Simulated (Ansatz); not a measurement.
Here is the system:

MgO2:
```yaml
crystal:
  lattice:
    - [4.84108, 0.00000, 0.00000]
    - [0.00000, 4.84108, 0.00000]
    - [0.00000, 0.00000, 4.84108]
  atoms:
    - { symbol: Mg, position: [0.00000, 0.50000, 0.50000] }
    - { symbol: Mg, position: [0.50000, 0.50000, 0.00000] }
    - { symbol: Mg, position: [0.50000, 0.00000, 0.50000] }
    - { symbol: Mg, position: [0.00000, 0.00000, 0.00000] }
    - { symbol: O, position: [0.41163, 0.08837, 0.91163] }
    - { symbol: O, position: [0.58837, 0.91163, 0.08837] }
    - { symbol: O, position: [0.08837, 0.91163, 0.41163] }
    - { symbol: O, position: [0.91163, 0.08837, 0.58837] }
    - { symbol: O, position: [0.91163, 0.41163, 0.08837] }
    - { symbol: O, position: [0.08837, 0.58837, 0.91163] }
    - { symbol: O, position: [0.58837, 0.58837, 0.58837] }
    - { symbol: O, position: [0.41163, 0.41163, 0.41163] }
```

This is the PBEsol-relaxed structure.

### Question
All from the program Ansatz at the PBEsol level (PAW), unless another level is named. Estimate the Born charges (a third of the trace).

### Answer
Mg +2.04, O -1.02 e.

### Question
Next, the electronic dielectric constant ε∞ (DFPT)?

### Answer
3.05.

### Question
Next, the static dielectric constant ε0 (ions relaxed, cell fixed)?

### Answer
6.63.

Space group Pa-3. The first step of the workflow began from a Materials Project structure, measured or hypothetical; the Crystallography Open Database copy checked does not list it. Its standing as an ambient phase is unchecked. The cell was relaxed with PBEsol under the symmetry of its start; whether a distortion lowers the energy is not shown.

Potentials: the later of the program's two PAW sets.
